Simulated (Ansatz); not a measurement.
Relaxed-ion elastic tensor of Li3VS4 in space group P-43m (No. 215; Li on 3d, V on 1a, S on 4e) in GPa (Voigt order), plane-wave PAW LDA (Ansatz code); density 1.75 g/cm³, 23.70 Å³ per atom.

```
36.4   2.7   2.7   0.0   0.0   0.0
 2.7  36.4   2.7   0.0   0.0   0.0
 2.7   2.7  36.4   0.0   0.0   0.0
 0.0   0.0   0.0   2.2   0.0   0.0
 0.0   0.0   0.0   0.0   2.2   0.0
 0.0   0.0   0.0   0.0   0.0   2.2
```

Question: Is the crystal mechanically stable?

Answer: Yes: the smallest eigenvalue of C is 2.2 GPa.

Question: Work out the Voigt, Reuss and Hill averages.

Answer: K_V = 13.9, K_R = 13.9, K_H = 13.9; G_V = 8.1, G_R = 3.4, G_H = 5.7 GPa.

Question: Give Young's modulus, Poisson's ratio, Pugh's ratio and the universal anisotropy index.

Answer: E = 9KG/(3K + G) = 15.1 GPa; ν = 0.32; K/G = 2.43 (ductile by the Pugh limit of 1.75); A_U = 5G_V/G_R + K_V/K_R − 6 = 6.89.

Question: Estimate the sound speeds and the Debye temperature.

Answer: v_l = √((K + 4G/3)/ρ) = 3510 m/s, v_t = √(G/ρ) = 1810 m/s, mean 2030 m/s; Θ = (h/k)(3n/4πV)^(1/3) v_m = 210 K.

Question: Give the Zener ratio and Young's modulus along [100], [110] and [111].

Answer: A = 2C44/(C11 − C12) = 0.13; 1/E = S11 − 2(S11 − S12 − S44/2)Γ with Γ = 0, 1/4, 1/3 gives 36.1, 8.0, 6.3 GPa.

The workflow started from a Materials Project entry (that database holds measured and hypothetical structures alike); the Crystallography Open Database copy checked does not list it. Its standing as an ambient phase is unchecked. Symmetry was held in the LDA relaxation; phonons on a q-mesh show no instability. No spin polarisation was allowed.

Potentials: the later of the program's two PAW sets.
